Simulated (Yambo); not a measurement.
G0W0@LDA for BaTiB2O6 (space group R-3, No. 148) in Yambo (2×2×2 mesh, 7 Ry block, plasmon pole, screening fixed), without a terminator:

| bands N in G | gap Z → Γ (eV) | shift of the valence edge (eV) |
|---|---|---|
| 79 | 4.941 | 0.005 |
| 126 | 4.953 | -0.259 |
| 190 | 4.951 | -0.444 |

Problem. Extrapolate both columns to infinite N with E(N) = E∞ + A/N, test the form, and compare with the terminator.

Solution. From two points, E∞ = (N2 E2 − N1 E1)/(N2 − N1). The two largest N give 4.95 eV for the gap and -0.81 eV for the shift; the two smallest give 4.97 eV and -0.70 eV. For the gap the slopes A are -2.5 and 0.7 eV: the form isn't reached, and its limit is uncertain. For the shift the slopes A are 56 and 69 eV: the form isn't reached, and its limit is uncertain. With the Bruneval-Gonze terminator and 190 bands the run gives 4.84 eV and -0.66 eV, 0.11 eV and 0.14 eV from the extrapolated values: the terminator too is an estimate of the remainder. Block, mesh and the bands in W are held fixed.

Geometry of the Materials Project entry, not relaxed at this level; primitive cell a = 6.325 Å, b = 6.325 Å, c = 6.325 Å, α = 47.29°, β = 47.29°, γ = 47.29°.

A shift is the quasiparticle energy of the state minus its LDA energy.
